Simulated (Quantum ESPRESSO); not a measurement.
```cif
data_S4W2
_chemical_formula_sum 'S4 W2'
_space_group_name_H-M_alt 'P 1'
_space_group_IT_number 1
_cell_length_a 3.18422
_cell_length_b 3.18422
_cell_length_c 12.97828
_cell_angle_alpha 90.000
_cell_angle_beta 90.000
_cell_angle_gamma 120.000
loop_
_space_group_symop_operation_xyz
  'x, y, z'
loop_
_atom_site_label
_atom_site_type_symbol
_atom_site_fract_x
_atom_site_fract_y
_atom_site_fract_z
_atom_site_occupancy
S1 S 0.33333 0.66667 0.62980 1
S2 S 0.66667 0.33333 0.37020 1
S3 S 0.66667 0.33333 0.12980 1
S4 S 0.33333 0.66667 0.87020 1
W1 W 0.33333 0.66667 0.25000 1
W2 W 0.66667 0.33333 0.75000 1
```

The geometry is that of Materials Project entry mp-224, symmetrised and not relaxed again.

Question: What does norm-conserving PBEsol (Quantum ESPRESSO, 74 Ry, with spin-orbit coupling) give for the electronic structure near the Fermi level?

Answer: The PBEsol gap is indirect, 1.16 eV, from Γ to 43 % of the way from K to Γ; the smallest direct gap is 1.52 eV. 

The distance between layers or molecules is the database entry's, not relaxed here. Functionals without dispersion can leave it too large, which widens gaps and weakens the response across layers: the numbers belong to this cell.
